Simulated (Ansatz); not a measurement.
In DFT-PBEsol in the program Ansatz with PAW potentials, As in the cubic phase (I4_132; As on 8a) relaxes to a = 6.907 Å. As has 3 nearest neighbours from 2.44 Å (trigonal planar).

Electronic character: metallic (no gap). Gap from PBEsol with spin–orbit coupling: none (metallic).

An equation-of-state fit gives a bulk modulus of 32.4 GPa. The highest mode at Γ lies at 193 cm^-1.

The start of the workflow was typed in or built on a structure type; neither database checked (COD, Materials Project) lists it. It is not the phase usual at ambient conditions (space group No. 166). Symmetry was held in the PBEsol relaxation. At this level the phase is dynamically unstable (imaginary phonons). The volume moved by 54 % from the start of the relaxation. As this level gives no gap, phonon frequencies hold no LO–TO term and depend on the k-mesh and smearing (Fermi–Dirac, 0.1 eV here). Scalar-relativistic: spin–orbit coupling is off unless named, which matters more the heavier the elements.

Potentials: the later of the program's two PAW sets.
